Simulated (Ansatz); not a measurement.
Au (fcc, Cu type)

```
Au
1.0
    4.12408     0.00000     0.00000
    0.00000     4.12408     0.00000
    0.00000     0.00000     4.12408
Au
4
Cartesian
  0.00000   0.00000   0.00000
  2.06204   2.06204   0.00000
  2.06204   0.00000   2.06204
  0.00000   2.06204   2.06204
```

In this cell atom 3 (Au, nearest neighbour Au at 2.916 Å; its periodic images, 4.1 Å or more away, move with it) is moved by s along Cartesian z, unit vector (0.000, 0.000, 1.000); all other atoms and the cell stay fixed.

All values below come from r2SCAN (plane waves to 500 eV, PAW, scalar-relativistic; Ansatz, a quantum-chemistry and plane-wave program). k mesh 9×9×9 (Γ-centred), Fermi-Dirac smearing 0.05 eV. Energies are smeared free energies. Compression counts positive. With partly filled bands, energies and forces of such displacements shift with the k mesh and the smearing. F∥ is the force on the atom along that direction. On this mesh the relaxed cell isn't quite at rest: it carries a pressure of -0.1 GPa (compression positive) at the zero of the scan. Au was relaxed with its symmetry unable to fall. Spin-orbit coupling is left out, though Au is heavy. ΔE is measured from the undisplaced structure.

| s (Å) | ΔE (meV/cell) | P (GPa) | F∥ (eV/Å) |
|---|---|---|---|
| -0.290 | 253 | 3.2 | 1.849 |
| -0.232 | 159 | 2.0 | 1.421 |
| -0.174 | 88 | 1.1 | 1.031 |
| -0.116 | 38 | 0.4 | 0.670 |
| -0.058 | 10 | 0.0 | 0.330 |
| 0.000 | 0 | -0.1 | 0.000 |
| 0.058 | 10 | 0.0 | -0.330 |
| 0.116 | 38 | 0.4 | -0.670 |
| 0.174 | 88 | 1.1 | -1.031 |
| 0.232 | 159 | 2.0 | -1.421 |
| 0.290 | 253 | 3.2 | -1.849 |

Read from the data:

Energy at s = 0.290 Å: 253 meV/cell
Force along the line at s = -0.290 Å: 1.85 eV/Å
Symmetry of the curve: even: the same for both signs
Shape of the curve: a single well with its minimum at or next to zero displacement
Force constant k = d²E/ds² at s = 0 (finite differences): 5.66 eV/Å²
Harmonic estimate at the end of the scan: ½ks² = 238 meV/cell against the computed 253 meV/cell, so the well is stiffer than harmonic there

The 11 points together took very roughly 6 core-minutes.

(For displaced atoms, the force is minus the slope of the energy, and its curvature is a force constant, which sets phonon frequencies.)
